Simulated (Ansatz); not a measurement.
**All-electron DFT: NiHC3**

This is generated NiHC3 built from the cubic perovskite structure and then distorted.

PBE, all-electron LAPW in Ansatz, scalar relativity, no spin–orbit coupling, point nucleus. Coarse mesh: 2×2×2 (half-step shift), σ = 0.15 eV (Fermi–Dirac). In metals such a mesh can move stress, forces and moments by their own size. Spin-restricted. So it leaves out the moments that atoms of Ni often carry. Atoms are numbered as listed.

```
CELL_PARAMETERS angstrom
3.38803 0.16740 0.04239
0.16740 3.51912 -0.00704
0.04239 -0.00704 3.50644
ATOMIC_POSITIONS crystal
H 0.18464 0.55712 0.13489
C 0.65542 0.55488 0.19971
C 0.15871 0.02389 0.18842
C 0.19090 0.51588 0.68353
Ni 0.62935 0.07269 0.64829
```

```csv
atom,Fx (eV/Å),Fy (eV/Å),Fz (eV/Å)
H1,0.031,0.360,-0.455
C2,-0.307,0.015,0.550
C3,0.417,-0.356,0.481
C4,0.351,-0.432,0.287
Ni5,-0.491,0.413,-0.863
```

Stress tensor (GPa, compression positive):
```
-20.35  -1.40   0.02
 -1.40 -14.01   0.16
  0.02   0.16 -13.84
```

```
Pressure      : -16.07 GPa
Largest force : 1.075 eV/Å
```
